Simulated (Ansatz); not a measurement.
**OsI₃ (ReO3-type structure)**

Method: PBE+U (U_eff = 2 eV on Os 5d), scalar-relativistic; collinear spin; PAW, 420 eV, Γ-centred 6×6×6 mesh, 0.05 eV Gaussian smearing; code Ansatz; PAW files: Ansatz's generated set soft_2.

```
Os I
1.0
     5.53703    0.00000    0.00000
     0.00000    5.53703    0.00000
     0.00000    0.00000    5.53703
Os I
1 3
Cartesian
  0.0000 0.0000 0.0000
  2.7685 0.0000 0.0000
  0.0000 0.0000 2.7685
  0.0000 2.7685 0.0000
```

The start was a prototype's sites filled with these elements, not a measured cell. The ideal cubic cell shuts out tilts of the octahedra, which such structures often take.

The geometry is fixed. Moments are started on Os in several ways. q is the propagation vector of an order in a doubled cell, in units of this cell's reciprocal vectors; doubled cells take an equivalent mesh or are counted from a ferromagnetic run in the same cell, unless said otherwise. Energies count from the first row, the state in which the cell was relaxed.

The starts:
- ferromagnetic
- no spin polarisation
- antiparallel, q = (0, 0, 1/2)
- antiparallel, q = (0, 1/2, 1/2)

Which start ends lowest, and how far above it lies the solution without spin polarisation?

Lowest: ferromagnetic. Without spin polarisation the energy is 111 meV/atom higher.

```csv
start,largest typed moment (μB),ΔE (meV/atom),gap on the mesh (eV),P (GPa),final spin moments (μB)
ferromagnetic,1.95*,0.0,metal,0.0,Os 1.76; I 0.12
no spin polarisation,0.00,111.4,metal,-1.5,none
"antiparallel, q = (0, 0, 1/2)",1.00*,6.6,metal,0.5,"Os 1.34, -2.14; I 0.07, -0.07, 0.09, -0.14"
"antiparallel, q = (0, 1/2, 1/2)",1.00*,5.4,metal,0.5,"Os 1.71, -1.63; I 0.10, -0.09"
```

A star marks runs that didn't start from the typed moments alone: they went on from the state of an earlier run.

These starts ended with a net moment, so they aren't compensated antiferromagnets: antiparallel, q = (0, 0, 1/2); antiparallel, q = (0, 1/2, 1/2).

Without spin polarisation the pressure is 1.5 GPa lower than in the lowest state, so the magnetic solution wants the larger cell.

Only orders that fit these small cells were tried, so the real crystal's order may be another.

Open d and f shells can converge to several self-consistent states; each row is the one that its run reached. Scalar-relativistic only: spin–orbit splittings of the heavy atoms' levels are missing. Site moments are of spin, integrated over atomic spheres.
